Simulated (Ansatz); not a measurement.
The relaxed structure here is a generated cell of FeSi: the first start was made by placing the elements on the sites of a structure type, and the end was not matched to a known phase here, so it may be hypothetical.

A relaxed structure of FeSi. Space group P4/nmm (No. 129), AFLOW prototype AB_tP4_129_c_c (B11, as in TiCu). Method: PBEsol (plane waves to 420 eV, PAW, scalar-relativistic; Ansatz, a program for electronic structure).

```cif
data_Fe2Si2
_chemical_formula_sum 'Fe2 Si2'
_space_group_name_H-M_alt 'P 1'
_space_group_IT_number 1
_cell_length_a 3.03480
_cell_length_b 3.03480
_cell_length_c 4.88616
_cell_angle_alpha 90.000
_cell_angle_beta 90.000
_cell_angle_gamma 90.000
loop_
_space_group_symop_operation_xyz
  'x, y, z'
loop_
_atom_site_label
_atom_site_type_symbol
_atom_site_fract_x
_atom_site_fract_y
_atom_site_fract_z
_atom_site_occupancy
Fe1 Fe 0.50000 0.00000 0.65205 1
Fe2 Fe 0.00000 0.50000 0.34795 1
Si1 Si 0.50000 0.00000 0.14688 1
Si2 Si 0.00000 0.50000 0.85312 1
```

Task: Estimate the magnetic moment that PBEsol returns for this input.

Result: Net 0.79 μB/atom, ferromagnetic.

Spin state reached: ferromagnetic (net 0.79 μB/atom), from parallel starting moments; other spin orders were not run from this start.

The run could not lose the symmetry of its start; a randomly shaken copy of 8 atoms returns to this structure.
